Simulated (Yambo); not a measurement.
G0W0@PBEsol for NaCl (rock salt, space group Fm-3m, No. 225) in Yambo (4×4×4 mesh, 10 Ry block, plasmon pole, screening fixed), without a terminator:

```json
[
 {"bands N in G": "33", "gap Γ → Γ (eV)": "7.890", "shift of the valence edge (eV)": "-1.715"},
 {"bands N in G": "62", "gap Γ → Γ (eV)": "8.003", "shift of the valence edge (eV)": "-1.981"},
 {"bands N in G": "98", "gap Γ → Γ (eV)": "8.066", "shift of the valence edge (eV)": "-2.093"}
]
```

Problem. Extrapolate both columns to infinite N with E(N) = E∞ + A/N, test the form, and compare with the terminator.

Solution. From two points, E∞ = (N2 E2 − N1 E1)/(N2 − N1). The two largest N give 8.17 eV for the gap and -2.29 eV for the shift; the two smallest give 8.13 eV and -2.28 eV. For the gap the slopes A are -8.0 and -11 eV: the form isn't reached, and its limit is uncertain. For the shift the slopes A are 19 and 19 eV: the 1/N form holds. With the Bruneval-Gonze terminator and 98 bands the run gives 8.11 eV and -2.19 eV, 0.06 eV and 0.10 eV from the extrapolated values: the terminator too is an estimate of the remainder. Block, mesh and the bands in W are held fixed.

Geometry relaxed with PBEsol; primitive cell a = b = c = 3.9623 Å, α = β = γ = 60.00°.

A shift is the quasiparticle energy of the state minus its PBEsol energy.
